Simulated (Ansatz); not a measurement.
**Strain response of SnAu**

Theory: DFT PBEsol, scalar-relativistic, plane waves, PAW in Ansatz. Settings: 420 eV cutoff, 12×12×10 k-mesh, Gaussian smearing of 0.10 eV, no spin polarisation.

The relaxed crystal:

```xyz
4
Lattice="4.3339 0.0000 0.0000 -2.1670 3.7533 0.0000 0.0000 0.0000 5.5533" Properties=species:S:1:pos:R:3 pbc="T T T"
Sn    2.1670    1.2511    4.1650
Sn    0.0000    2.5022    1.3883
Au    0.0000    0.0000    2.7767
Au    0.0000    0.0000    0.0000
```

Deformation: uniaxial strain along c, with the lengths of a and b and the atoms relaxed and the angles held, all within the symmetry that the strain leaves. Energies are extrapolated to zero smearing.

Spin–orbit coupling is left out, which can shift energies with elements as heavy as these.

**Question.** Give the structure at -2.0 %.

**Answer.**
```xyz
4
Lattice="4.3617 0.0000 0.0000 -2.1809 3.7774 0.0000 0.0000 0.0000 5.4422" Properties=species:S:1:pos:R:3 pbc="T T T"
Sn    2.1809    1.2591    4.0817
Sn    0.0000    2.5182    1.3606
Au    0.0000    0.0000    2.7211
Au    0.0000    0.0000    0.0000
```
Space group P6_3/mmc (194), 3.9 meV/atom over the relaxed crystal.

Cost: 7 runs of about 38 core-minutes in all, on Intel Xeon Processor @ 2.50GHz (Skylake/Cascade Lake) (shared hosts).